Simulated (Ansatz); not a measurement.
MgO:
```
CELL_PARAMETERS angstrom
      0.00000     2.12727     2.12727
      2.12727     0.00000     2.12727
      2.12727     2.12727     0.00000
ATOMIC_POSITIONS crystal
  Mg 0.50000 0.50000 0.50000
  O  0.00000 0.00000 0.00000
```

Relaxed with PBE. Special points in fractions of this cell's reciprocal vectors: Γ (0.000, 0.000, 0.000); X (0.500, 0.000, 0.500); U (0.625, 0.250, 0.625); K (0.375, 0.375, 0.750); L (0.500, 0.500, 0.500); W (0.500, 0.250, 0.750).

### Question
List the band energies nearest the valence-band maximum at these points for plane-wave PAW PBE (Ansatz code).

### Answer
In eV from the valence-band maximum; about four levels below and three above (degenerate sets whole), none deeper than 8.9 eV; … stands for higher levels left out; points with the same levels are listed once.

| k | below | above |
|---|---|---|
| Γ | 0.00 0.00 0.00 | 4.46 … |
| X | -3.93 -1.30 -1.30 | 9.11 … |
| U | -3.36 -2.61 -1.10 | 9.96 … |
| L | -4.47 -0.62 -0.62 | 7.73 … |
| W | -2.84 -2.84 -1.71 | … |

Space group Fm-3m (rock salt). The PBE relaxation kept the symmetry of its start.

Potentials: the earlier of the program's two PAW sets.
